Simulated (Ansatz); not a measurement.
One crystal and one scan (frozen-phonon scan) at two levels, PBE (plane waves to 420 eV, PAW, scalar-relativistic; Ansatz, a quantum-chemistry and plane-wave program) and r2SCAN (plane waves to 500 eV, PAW, scalar-relativistic; Ansatz), each from its own relaxed cell and on its own mesh. The cell shown is that of PBE.

Starting cell, GaP (zinc blende):

```
CELL_PARAMETERS angstrom
      0.00000     5.50645     5.50645
      2.75322     0.00000     2.75322
      2.75322     2.75322     0.00000
ATOMIC_POSITIONS crystal
  P  0.37500 0.75000 0.75000
  P  0.87500 0.75000 0.75000
  Ga 0.00000 0.00000 0.00000
  Ga 0.50000 0.00000 0.00000
```

The atoms are displaced by Q × the pattern below (from a DFPT mode at L = (0.5, 0.0, 0.0), largest move 1; Q in Å), at fixed cell. It is one choice among 2 degenerate patterns. (q is in reciprocal vectors of the primitive cell; the cell shown is doubled to hold the pattern.)

```json
[
 {"atom": "P1", "x": "0.285", "y": "-0.520", "z": "0.805"},
 {"atom": "P2", "x": "-0.285", "y": "0.520", "z": "-0.805"},
 {"atom": "Ga3", "x": "0.112", "y": "-0.203", "z": "0.315"},
 {"atom": "Ga4", "x": "-0.112", "y": "0.203", "z": "-0.315"}
]
```

GaP was relaxed with its symmetry unable to fall. The PAW data are Ansatz's earlier set. Percentages come from the unrounded values. Both scans cover Q from -0.100 to 0.100 Å.

Results of PBE:

Lattice constant a (Å): 5.506
Energy at Q = 0.100 Å (meV/cell): 179.6
Harmonic wavenumber from the curvature (finite differences) (cm⁻¹ (negative: imaginary)): 342
Space group of the distorted cell: P1 (No. 1), lowered from F-43m
Symmetry of the curve: even: the same for both signs
Shape of the curve: a single well with its minimum at or next to zero displacement

**Question.** What does r2SCAN give for the same quantities?

**Answer.** 
| quantity | r2SCAN | PBE − r2SCAN |
|---|---|---|
| Lattice constant a (Å) | 5.452 | +0.054 (+1.0 %) |
| Energy at Q = 0.100 Å (meV/cell) | 197.0 | -17.4 (-8.9 %) |
| Harmonic wavenumber from the curvature (finite differences) (cm⁻¹ (negative: imaginary)) | 358 | -16 (-4.5 %) |

PBE gives the higher value for: lattice constant a. PBE gives the lower value for: energy at Q = 0.100 Å; harmonic wavenumber from the curvature. Both give the same space group of the distorted cell: P1 (No. 1), lowered from F-43m. Neither level is exact: the differences show how much the result hangs on the functional.

(For displaced atoms, the force is minus the slope of the energy, and its curvature is a force constant, which sets phonon frequencies.)
